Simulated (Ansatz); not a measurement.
KMgF3:
```yaml
crystal:
  lattice:
    - [4.05424, 0.00000, 0.00000]
    - [0.00000, 4.05424, 0.00000]
    - [0.00000, 0.00000, 4.05424]
  atoms:
    - { symbol: K, position: [0.50000, 0.50000, 0.50000] }
    - { symbol: Mg, position: [0.00000, 0.00000, 0.00000] }
    - { symbol: F, position: [0.50000, 0.00000, 0.00000] }
    - { symbol: F, position: [0.00000, 0.50000, 0.00000] }
    - { symbol: F, position: [0.00000, 0.00000, 0.50000] }
```

Relaxed with PBE. Special points in fractions of this cell's reciprocal vectors: Γ (0.000, 0.000, 0.000); X (0.000, 0.500, 0.000); M (0.500, 0.500, 0.000); R (0.500, 0.500, 0.500).

Problem. List the band energies nearest the valence-band maximum at these points for plane-wave PAW PBE (Ansatz code).

Solution. In eV from the valence-band maximum; about four levels below and three above (degenerate sets whole), none deeper than 8.9 eV; points with the same levels are listed once.

```csv
k,below,above
Γ,-0.58 -0.58 -0.58 -0.32 -0.32 -0.32,6.96 10.02 10.02
X,-0.80 -0.80 -0.79 -0.50 -0.50,9.81 9.97 10.98
M,-0.95 -0.95 -0.85 -0.85 -0.02,10.62 11.44 12.18 12.18
R,-1.07 -1.07 0.00 0.00 0.00,10.26 10.26 10.26
```

Space group Pm-3m (cubic perovskite). The cell was relaxed with PBE under the symmetry of its start; phonons on a q-mesh show no instability.

Potentials: the later of the program's two PAW sets.
